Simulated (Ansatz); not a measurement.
Starting structure of a cell relaxation (symmetry kept):

```cif
data_structure
_symmetry_space_group_name_H-M 'P 1'
_symmetry_Int_Tables_number 1
_cell_length_a 3.8089
_cell_length_b 3.8089
_cell_length_c 3.8089
_cell_angle_alpha 90.000
_cell_angle_beta 90.000
_cell_angle_gamma 90.000
_cell_volume 55.26
loop_
_atom_site_label
_atom_site_type_symbol
_atom_site_fract_x
_atom_site_fract_y
_atom_site_fract_z
_atom_site_occupancy
Mg1 Mg 0.00000 0.00000 0.00000 1
Ni1 Ni 0.00000 0.50000 0.50000 1
Ni2 Ni 0.50000 0.00000 0.50000 1
Ni3 Ni 0.50000 0.50000 0.00000 1
C1 C 0.50000 0.50000 0.50000 1
```

The calculation used Ansatz, DFT PBEsol, scalar-relativistic, plane waves, PAW.

Settings: cutoff 420 eV, Γ-centred mesh 10×10×10 on the computed 5-atom cell, Gaussian smearing of 0.10 eV; no spin polarisation.

**Question.** What does it relax to?

**Answer.** The volume drops by 0.32 Å³/atom to 10.74 Å³/atom, and the energy falls by 5.3 meV/atom. Final structure:
```xyz
5
Lattice="3.7722 0.0000 0.0000 0.0000 3.7722 0.0000 0.0000 0.0000 3.7722" Properties=species:S:1:pos:R:3 pbc="T T T"
Mg    0.0000    0.0000    0.0000
Ni    0.0000    1.8861    1.8861
Ni    1.8861    0.0000    1.8861
Ni    1.8861    1.8861    0.0000
C     1.8861    1.8861    1.8861
```

Spin polarisation was left out, and a magnetic state may lie lower.

Cost: 1 run of about 0.57 core-minutes, on Arm Neoverse V2 (shared hosts).